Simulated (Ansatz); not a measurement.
CoSn₂:
```xyz
6
Lattice="-3.1530 3.1530 2.7178 3.1530 -3.1530 2.7178 3.1530 3.1530 -2.7178" Properties=species:S:1:pos:R:3 pbc="T T T"
Co     0.0000     0.0000     1.3589
Co     0.0000     0.0000     4.0766
Sn     2.1017     1.0513     0.0000
Sn     1.0513     2.1017     2.7178
Sn     2.1017    -1.0513     2.7178
Sn     1.0513     4.2043     0.0000
```

Relaxed with r²SCAN. Special points in fractions of this cell's reciprocal vectors: Γ (0.000, 0.000, 0.000); X (0.000, 0.000, 0.500); M (-0.500, 0.500, 0.500); Z (0.436, 0.436, -0.436); Z0 (-0.436, 0.564, 0.436); P (0.250, 0.250, 0.250); N (0.000, 0.500, 0.000).

List the band energies nearest the Fermi level at these points for the program Ansatz at the r²SCAN with spin–orbit coupling level (PAW).

In eV from the Fermi level; about four levels below and three above (degenerate sets whole), none deeper than 8.9 eV; points with the same levels are listed once.

| k | below | above |
|---|---|---|
| Γ | -0.72 -0.72 -0.65 -0.65 | 0.48 0.48 0.50 0.50 |
| X | -0.81 -0.81 -0.68 -0.68 | 0.77 0.77 0.88 0.88 |
| M | -0.83 -0.83 -0.74 -0.74 | 0.31 0.31 0.42 0.42 |
| Z | -0.86 -0.86 -0.78 -0.78 | 0.27 0.27 0.43 0.43 |
| P | -0.81 -0.81 -0.81 -0.81 | 1.02 1.02 1.02 1.02 |
| N | -0.78 -0.78 -0.78 -0.78 | 0.15 0.15 0.15 0.15 |

Space group I4/mcm. The first step of the workflow began from a Materials Project structure, measured or hypothetical; the Crystallography Open Database files this formula in space group No. 140, but the cells were not matched. Whether it is the stable phase at ambient conditions was not checked. Symmetry was held in the r²SCAN relaxation; whether a distortion lowers the energy is not shown. The run is not spin-polarised.

Potentials: the later of the program's two PAW sets.
